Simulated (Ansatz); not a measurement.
Computed properties of Cs2O2

Cs2O2:
```xyz
4
Lattice="-2.1571 3.2299 3.7738 2.1571 -3.2299 3.7738 2.1571 3.2299 -3.7738" Properties=species:S:1:pos:R:3 pbc="T T T"
Cs     0.0000     0.0000     1.9179
Cs     0.0000     0.0000     5.6297
O      0.0000     3.9783     0.0000
O      0.0000     2.4816     0.0000
```

Space group Immm (No. 71); conventional cell a = 4.314 Å, b = 6.460 Å, c = 7.548 Å, α = 90.00°, β = 90.00°, γ = 90.00°.

Method: plane-wave PAW r²SCAN (Ansatz code). Structure relaxed to zero pressure with the same functional. Other levels are named where they apply.

### Cell and energy

```yaml
volume_per_atom: 26.29 Å³
density: 4.70 g/cm³
Formation energy from the elements (no fitted shifts): -1.12 eV/atom
```

### Electronic structure

```yaml
band_gap: 2.13 eV (indirect)
valence_band_maximum: at Γ
conduction_band_minimum: on the Γ–Y0 line, 24 % of the way from Γ (k = -0.104, 0.104, -0.104 in fractions of the reciprocal vectors) (2 equivalent valleys)
smallest_direct_gap_on_the_standard_path: 2.20 eV
electron_effective_mass: 0.52, 0.57, 0.69 mₑ (principal values)
hole_effective_mass: 1.3, 1.6, 2.8 mₑ (principal values)
```

### Mechanics

```yaml
Bulk modulus (Birch–Murnaghan fit): 24.4 GPa
Pressure derivative B′: 5.8
```

### Charges

```yaml
bader_charges: Cs +0.81, O -0.81 e
```

The first step of the workflow began from a Materials Project structure, measured or hypothetical; the Crystallography Open Database copy checked does not list it. Its standing as an ambient phase is unchecked. The cell was relaxed with r²SCAN under the symmetry of its start; whether a distortion lowers the energy is not shown. The references are the lowest solids computed at this level, not always the standard phases (solids in place of the gases). Spin–orbit coupling is left out wherever it is not named.

Potentials: the later of the program's two PAW sets.
